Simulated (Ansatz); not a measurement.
# Ga$_{4}$ICl$_{3}$: relaxed-ion elastic tensor

Theory: Ansatz 0.2.0, DFT PBE, scalar-relativistic, plane waves, PAW. Plane waves to 420 eV; Γ-centred k mesh 6×6×6; fixed occupations. No spin polarisation.

Equilibrium structure at this level:
```
CELL_PARAMETERS angstrom
-3.78401 3.78401 3.78401
3.78401 -3.78401 3.78401
3.78401 3.78401 -3.78401
ATOMIC_POSITIONS crystal
Ga 0.50000 0.50000 0.50000
Ga 0.00000 0.00000 0.50000
Ga 0.00000 0.50000 0.00000
Ga 0.50000 0.00000 0.00000
I 0.00000 0.00000 0.00000
Cl 0.50000 0.50000 0.00000
Cl 0.50000 0.00000 0.50000
Cl 0.00000 0.50000 0.50000
```

The structure comes from a generated guess, relaxed at this level; another structure or a mixture of phases may lie lower. Spin–orbit coupling is left out, which matters for heavy elements.

Task: Give the relaxed-ion elastic constants (GPa, Voigt order xx yy zz yz xz xy, on the Cartesian axes of the cell above).

Result:
```
41.3 14.1 14.1  0.0  0.0  0.0
14.1 41.3 14.1  0.0  0.0  0.0
14.1 14.1 41.3  0.0  0.0  0.0
 0.0  0.0  0.0  3.6  0.0  0.0
 0.0  0.0  0.0  0.0  3.6  0.0
 0.0  0.0  0.0  0.0  0.0  3.6
```

Task: Is the crystal stable against homogeneous strain?

Result: Yes: the least eigenvalue of the tensor is 3.6 GPa.

Task: And the moduli of a polycrystal (Hill averages)?

Result: B = 23 GPa, G = 6 GPa, E = 17 GPa, ν = 0.37.
